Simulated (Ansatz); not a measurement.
Data:

CrAuS2:
```cif
data_AuCrS2
_chemical_formula_sum 'Au1 Cr1 S2'
_space_group_name_H-M_alt 'P 1'
_space_group_IT_number 1
_cell_length_a 7.39977
_cell_length_b 7.39977
_cell_length_c 7.39977
_cell_angle_alpha 27.666
_cell_angle_beta 27.666
_cell_angle_gamma 27.666
loop_
_space_group_symop_operation_xyz
  'x, y, z'
loop_
_atom_site_label
_atom_site_type_symbol
_atom_site_fract_x
_atom_site_fract_y
_atom_site_fract_z
_atom_site_occupancy
Au1 Au 0.00000 0.00000 0.00000 1
Cr1 Cr 0.50000 0.50000 0.50000 1
S1 S 0.10767 0.10767 0.10767 1
S2 S 0.89233 0.89233 0.89233 1
```
The run is spin-polarised, in the one order tried: ferromagnetic.

This is the r²SCAN-relaxed structure.

Task: All from DFT-r²SCAN in the program Ansatz with PAW potentials, unless another level is named. Predict the net moment.

Result: 0.75 μB per atom.

Task: And the Bader charges?

Result: Au +0.18, Cr +1.41, S -0.80 e.

Space group R-3m. The workflow started from an entry of the Crystallography Open Database (COD); the relaxed space group is not among those it files for this formula. COD files the formula under space group No. 160, so this cell is another polymorph or a model. Its standing as an ambient phase is unchecked. Symmetry was held in the r²SCAN relaxation; its stability against distortions is not shown here. The final state is ferromagnetic, the only order run, not a proven ground state. The cell computed holds one magnetic atom, so no antiferromagnetic order was within reach. Other orbital occupations within this spin state were not tried. No Hubbard U is applied. Spin–orbit coupling is left out wherever it is not named.

Potentials: the later of the program's two PAW sets.
